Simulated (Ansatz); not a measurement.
K2GaAgF6: nudged elastic band, switching between two relaxed distorted structures

The calculation used DFT PBEsol, scalar-relativistic, plane waves, PAW in Ansatz 0.2.0. Settings: plane waves to 420 eV, k-mesh 6×6×6 (Γ-centred), Gaussian smearing 0.05 eV. No spin polarisation.

5 inner image(s), climbing immediate, force tolerance 0.05 eV/Å, at most 60 iterations, fixed cell.

Time: 7.3 min on 2 threads of Intel(R) Xeon(R) 6975P-C (Granite Rapids) (shared host), peak memory 3 GiB.

Command:
```bash
ansatz run input.yaml --threads 2 --pin off --max-ram 5120MiB --backend cpu --events-out ev --progress --plain --runs-dir out
```

Input:
```yaml
crystal:
  lattice:
    - [0.0, 4.2578773968, 4.2578773968]
    - [4.2578773968, 0.0, 4.2578773968]
    - [4.2578773968, 4.2578773968, 0.0]
  atoms:
    - { symbol: K, position: [0.25, 0.25, 0.25] }
    - { symbol: K, position: [0.75, 0.75, 0.75] }
    - { symbol: Ga, position: [0.0, 0.0, 0.0] }
    - { symbol: Ag, position: [0.5, 0.5, 0.5] }
    - { symbol: F, position: [0.1651966073, 0.2709295731, 0.8348033927] }
    - { symbol: F, position: [0.2709295731, 0.8348033927, 0.7290704269] }
    - { symbol: F, position: [0.8348033927, 0.7290704269, 0.1651966073] }
    - { symbol: F, position: [0.2240667744, 0.7759332256, 0.2240667744] }
    - { symbol: F, position: [0.7759332256, 0.2240667744, 0.7759332256] }
    - { symbol: F, position: [0.7290704269, 0.1651966073, 0.2709295731] }
basis:
  ecutwfc: 420
kpoints:
  mp_grid: { grid: [6, 6, 6] }
hamiltonian:
  xc: pbesol
scf:
  occupations: { method: gaussian, width: 0.05 }
output:
  forces: true
neb:
  images: 5
  f_tol: 0.05
  max_iterations: 60
  order_check: false
  final_atoms:
    - { symbol: K, position: [0.25, 0.25, 0.25] }
    - { symbol: K, position: [0.75, 0.75, 0.75] }
    - { symbol: Ga, position: [0.0, 0.0, 0.0] }
    - { symbol: Ag, position: [0.5, 0.5, 0.5] }
    - { symbol: F, position: [0.2709290822, 0.1651970192, 0.7290709178] }
    - { symbol: F, position: [0.1651970192, 0.7290709178, 0.8348029808] }
    - { symbol: F, position: [0.7290709178, 0.8348029808, 0.2709290822] }
    - { symbol: F, position: [0.2240668381, 0.7759331619, 0.2240668381] }
    - { symbol: F, position: [0.7759331619, 0.2240668381, 0.7759331619] }
    - { symbol: F, position: [0.8348029808, 0.2709290822, 0.1651970192] }
  climbing: immediate
```

Output (its end):
```
...
      2    0.6038      0.071843                          3.742e-2
  *   3    0.9058      0.092376                          4.250e-2
      4    1.2077      0.071844                          3.742e-2
      5    1.5096      0.026712                          2.416e-2
      6    1.8115     -0.000000                                 —
  climbing-image geometry (image 3):
  cell:  # Å, volume = 154.3865 Å³
    - [0.0, 4.2578773968, 4.2578773968]
    - [4.2578773968, 0.0, 4.2578773968]
    - [4.2578773968, 4.2578773968, 0.0]
  atoms:
    - { symbol: K, position: [0.24999998718103852, 0.2499999973051947, 0.2500000038456007] }
    - { symbol: K, position: [0.7500000004480184, 0.7499999836436467, 0.7500000143204874] }
    - { symbol: Ga, position: [2.8165347312341764e-9, 2.5513523387005116e-9, -2.8318206737444557e-9] }
    - { symbol: Ag, position: [0.5000000060753826, 0.5000000039030765, 0.49999999705919185] }
    - { symbol: F, position: [0.2229714160424119, 0.22297145134979426, 0.777028579336076] }
    - { symbol: F, position: [0.22297144982209816, 0.7770285867265457, 0.7770285497915913] }
    - { symbol: F, position: [0.7770285876711209, 0.7770285594286235, 0.2229714111913529] }
    - { symbol: F, position: [0.22355368230929917, 0.7764463179387524, 0.22355368555073318] }
    - { symbol: F, position: [0.7764463169571957, 0.22355368313159396, 0.7764463157400486] }
    - { symbol: F, position: [0.7770285506768995, 0.22297141402141984, 0.2229714459967388] }
```

Self-consistency was reached.

Final band:

```tsv
image	s (Å)	ΔE (eV)
0	0.000	0.000
1	0.302	0.027
2	0.604	0.072
3	0.906	0.092
4	1.208	0.072
5	1.510	0.027
6	1.812	0.000
```

Highest image over the start 0.092 eV, over the end 0.092 eV. The order of the saddle wasn't checked, and a path that keeps a symmetry can read too high.

By iteration:

```csv
iteration,largest band force component (eV/Å),highest image (eV)
1,0.723,0.150
2,0.363,0.110
3,0.092,0.094
4,0.043,0.092
```

Images of the last band (Å, true forces in eV/Å):

```xyz
10
Lattice="0.000 4.258 4.258 4.258 0.000 4.258 4.258 4.258 0.000" Properties=species:S:1:pos:R:3:forces:R:3 pbc="T T T" image=0 dE_eV=0.0000
K     2.129    2.129    2.129    0.000    0.000    0.000
K     6.387    6.387    6.387    0.000    0.000    0.000
Ga    0.000    0.000    0.000    0.000    0.000    0.000
Ag    4.258    4.258    4.258    0.000    0.000    0.000
F     4.708    4.258    1.857   -0.001    0.000    0.000
F     6.659    4.258    4.708    0.000    0.000   -0.001
F     3.808    4.258    6.659    0.001    0.000    0.000
F     4.258    1.908    4.258    0.000    0.000    0.000
F     4.258    6.608    4.258    0.000    0.000    0.000
F     1.857    4.258    3.808    0.000    0.000    0.001
10
Lattice="0.000 4.258 4.258 4.258 0.000 4.258 4.258 4.258 0.000" Properties=species:S:1:pos:R:3:forces:R:3 pbc="T T T" image=1 dE_eV=0.0267
K     2.129    2.129    2.129    0.000    0.000    0.000
K     6.387    6.387    6.387    0.000    0.000    0.000
Ga    0.000    0.000    0.000    0.000    0.000    0.000
Ag    4.258    4.258    4.258    0.000    0.000    0.000
F     4.559    4.258    1.882    0.074    0.000   -0.008
F     6.634    4.258    4.559    0.008    0.000    0.074
F     3.957    4.258    6.634   -0.074    0.000    0.008
F     4.258    1.905    4.258    0.000   -0.024    0.000
F     4.258    6.611    4.258    0.000    0.024    0.000
F     1.882    4.258    3.957   -0.008    0.000   -0.074
10
Lattice="0.000 4.258 4.258 4.258 0.000 4.258 4.258 4.258 0.000" Properties=species:S:1:pos:R:3:forces:R:3 pbc="T T T" image=2 dE_eV=0.0718
K     2.129    2.129    2.129    0.000    0.000    0.000
K     6.387    6.387    6.387    0.000    0.000    0.000
Ga    0.000    0.000    0.000    0.000    0.000    0.000
Ag    4.258    4.258    4.258    0.000    0.000    0.000
F     4.409    4.258    1.895    0.063    0.000   -0.003
F     6.621    4.258    4.409    0.003    0.000    0.063
F     4.107    4.258    6.621   -0.063    0.000    0.003
F     4.258    1.904    4.258    0.000   -0.037    0.000
F     4.258    6.612    4.258    0.000    0.037    0.000
F     1.895    4.258    4.107   -0.003    0.000   -0.063
10
Lattice="0.000 4.258 4.258 4.258 0.000 4.258 4.258 4.258 0.000" Properties=species:S:1:pos:R:3:forces:R:3 pbc="T T T" image=3 dE_eV=0.0924
K     2.129    2.129    2.129    0.000    0.000    0.000
K     6.387    6.387    6.387    0.000    0.000    0.000
Ga    0.000    0.000    0.000    0.000    0.000    0.000
Ag    4.258    4.258    4.258    0.000    0.000    0.000
F     4.258    4.258    1.899    0.000    0.000   -0.001
F     6.617    4.258    4.258    0.001    0.000    0.000
F     4.258    4.258    6.617    0.000    0.000    0.001
F     4.258    1.904    4.258    0.000   -0.043    0.000
F     4.258    6.612    4.258    0.000    0.043    0.000
F     1.899    4.258    4.258   -0.001    0.000    0.000
10
Lattice="0.000 4.258 4.258 4.258 0.000 4.258 4.258 4.258 0.000" Properties=species:S:1:pos:R:3:forces:R:3 pbc="T T T" image=4 dE_eV=0.0718
K     2.129    2.129    2.129    0.000    0.000    0.000
K     6.387    6.387    6.387    0.000    0.000    0.000
Ga    0.000    0.000    0.000    0.000    0.000    0.000
Ag    4.258    4.258    4.258    0.000    0.000    0.000
F     4.107    4.258    1.895   -0.063    0.000   -0.003
F     6.621    4.258    4.107    0.003    0.000   -0.063
F     4.409    4.258    6.621    0.063    0.000    0.003
F     4.258    1.904    4.258    0.000   -0.037    0.000
F     4.258    6.612    4.258    0.000    0.037    0.000
F     1.895    4.258    4.409   -0.003    0.000    0.063
10
Lattice="0.000 4.258 4.258 4.258 0.000 4.258 4.258 4.258 0.000" Properties=species:S:1:pos:R:3:forces:R:3 pbc="T T T" image=5 dE_eV=0.0267
K     2.129    2.129    2.129    0.000    0.000    0.000
K     6.387    6.387    6.387    0.000    0.000    0.000
Ga    0.000    0.000    0.000    0.000    0.000    0.000
Ag    4.258    4.258    4.258    0.000    0.000    0.000
F     3.957    4.258    1.882   -0.074    0.000   -0.008
F     6.634    4.258    3.957    0.008    0.000   -0.074
F     4.559    4.258    6.634    0.074    0.000    0.008
F     4.258    1.905    4.258    0.000   -0.024    0.000
F     4.258    6.611    4.258    0.000    0.024    0.000
F     1.882    4.258    4.559   -0.008    0.000    0.074
10
Lattice="0.000 4.258 4.258 4.258 0.000 4.258 4.258 4.258 0.000" Properties=species:S:1:pos:R:3:forces:R:3 pbc="T T T" image=6 dE_eV=0.0000
K     2.129    2.129    2.129    0.000    0.000    0.000
K     6.387    6.387    6.387    0.000    0.000    0.000
Ga    0.000    0.000    0.000    0.000    0.000    0.000
Ag    4.258    4.258    4.258    0.000    0.000    0.000
F     3.808    4.258    1.857    0.001    0.000    0.000
F     6.659    4.258    3.808    0.000    0.000    0.001
F     4.708    4.258    6.659   -0.001    0.000    0.000
F     4.258    1.908    4.258    0.000    0.000    0.000
F     4.258    6.608    4.258    0.000    0.000    0.000
F     1.857    4.258    4.708    0.000    0.000   -0.001
```